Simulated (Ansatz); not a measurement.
The cell below belongs to a search over invented structures; it isn't taken from experiment.

Input and command of a plane-wave DFT calculation in Ansatz:

```yaml
crystal:
  lattice:
    - [2.8625106492, -1.5719073119, 0.0]
    - [2.8625106492, 1.5719073119, 0.0]
    - [-0.1915321048, 0.0, 9.3490876074]
  atoms:
    - { symbol: Al, position: [0.6658428962, 0.6658428962, 0.745288309] }
    - { symbol: Ga, position: [0.998596579, 0.998596579, 0.0224278234] }
    - { symbol: Ga, position: [0.3261816075, 0.3261816075, 0.4736566332] }
    - { symbol: Ga, position: [0.0058673449, 0.0058673449, 0.2895231785] }
    - { symbol: "N", position: [0.6677525199, 0.6677525199, 0.9476747451] }
    - { symbol: "N", position: [0.3354663231, 0.3354663231, 0.6844293108] }
basis:
  ecutwfc: 420
kpoints:
  mp_grid: { grid: [12, 12, 4] }
hamiltonian:
  xc: pbe
scf:
  occupations: { method: gaussian, width: 0.1 }
output:
  forces: true
  stress: true
  eigenvalues: true
relax:
  adjacent_minimum: "off"
  f_tol: 0.01
  max_steps: 80
  cell: { stress_tol: 0.05 }
```

```bash
ansatz run input.yaml --threads 1 --pin off --max-ram 2560MiB --backend cpu --events-out ev --progress --plain --runs-dir out
```

Processor: Intel(R) Xeon(R) Processor @ 2.70GHz, 1 thread, on a host shared with other jobs.

Task: Estimate time, memory and problem size.

Result: About 7.4 min, peak memory 0.64 GiB. It solves 32 bands at 164 k points (after reduction by symmetry) with about 1651 plane waves (on the last cell), in 88 SCF iterations over 12 ionic steps.
